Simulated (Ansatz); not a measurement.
LaBRh3:
```cif
data_BLaRh3
_chemical_formula_sum 'La1 Rh3 B1'
_space_group_name_H-M_alt 'P 1'
_space_group_IT_number 1
_cell_length_a 4.25748
_cell_length_b 4.25748
_cell_length_c 4.25748
_cell_angle_alpha 90.000
_cell_angle_beta 90.000
_cell_angle_gamma 90.000
loop_
_space_group_symop_operation_xyz
  'x, y, z'
loop_
_atom_site_label
_atom_site_type_symbol
_atom_site_fract_x
_atom_site_fract_y
_atom_site_fract_z
_atom_site_occupancy
La1 La 0.00000 0.00000 0.00000 1
Rh1 Rh 0.00000 0.50000 0.50000 1
Rh2 Rh 0.50000 0.00000 0.50000 1
Rh3 Rh 0.50000 0.50000 0.00000 1
B1 B 0.50000 0.50000 0.50000 1
```

Relaxed with r²SCAN.

**Question.** Tabulate the valence density and the electron localisation function along the shortest La–Rh contact (3.01 Å), r²SCAN in the plane-wave PAW code Ansatz.

**Answer.** 

| distance from La (Å) | density (e/Å³) | ELF |
|---|---|---|
| 0.30 | 1.44 | 0.12 |
| 0.45 | 1.60 | 0.47 |
| 0.60 | 1.68 | 0.74 |
| 0.75 | 1.48 | 0.83 |
| 0.90 | 1.08 | 0.82 |
| 1.05 | 0.67 | 0.69 |
| 1.20 | 0.39 | 0.38 |
| 1.35 | 0.26 | 0.17 |
| 1.51 | 0.22 | 0.13 |
| 1.66 | 0.25 | 0.19 |
| 1.81 | 0.35 | 0.27 |
| 1.96 | 0.60 | 0.34 |
| 2.11 | 1.17 | 0.46 |
| 2.26 | 2.68 | 0.59 |
| 2.41 | 5.24 | 0.69 |
| 2.56 | 8.51 | 0.74 |
| 2.71 | 11.77 | 0.76 |

The density is the valence pseudo-density with augmentation charge, so density and ELF within about 1 Å of a nucleus are not all-electron values.

Space group Pm-3m (cubic perovskite). The workflow started from an entry of the Crystallography Open Database (COD). Its standing as an ambient phase is unchecked. Symmetry was held in the r²SCAN relaxation; whether a distortion lowers the energy is not shown. The run is not spin-polarised. Spin–orbit coupling is left out wherever it is not named.

Potentials: the later of the program's two PAW sets.
